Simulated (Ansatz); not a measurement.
The relaxed structure here is a generated cell of AlPd: the first start was made by a random draw of sites in a space group, and the end was not matched to a known phase here, so it may be hypothetical.

One starting cell of AlPd (a randomly generated symmetric cell of AlPd (space group No. 65)) was relaxed twice with Ansatz (plane waves, PAW, scalar-relativistic): with PBEsol at 420 eV and with PBE at 420 eV. The PBEsol result:

```
CELL_PARAMETERS angstrom
      3.31736    -3.73610     0.00000
      3.31736     3.73610     0.00000
      0.00000     0.00000     4.09362
ATOMIC_POSITIONS crystal
  Al 0.21159 0.78841 0.00000
  Al 0.78841 0.21159 0.00000
  Al 0.50000 0.50000 0.50000
  Pd 0.00000 0.00000 0.50000
  Pd 0.70809 0.70809 0.00000
  Pd 0.29191 0.29191 0.00000
```

```tsv
quantity	PBEsol	PBE
space group	Cmmm	Cmmm
volume (Å³/atom)	16.91	___
a (Å)	6.635	___
b (Å)	7.472	___
c (Å)	4.094	___
gap (eV, no spin-orbit coupling)	0.00	___
```

Q: What does PBE give for the same quantities?

A: 
- volume (Å³/atom), PBE: 17.50
- a (Å), PBE: 6.771
- b (Å), PBE: 7.503
- c (Å), PBE: 4.135
- gap (eV, no spin-orbit coupling), PBE: 0.00

Both levels end in the same structure; PBE's volume is 3.5 % larger. Neither column is exact.

No spin polarisation in the result.

The run could not lose the symmetry of its start, so the end can be a saddle point.

Ansatz is a quantum-chemistry and plane-wave program.
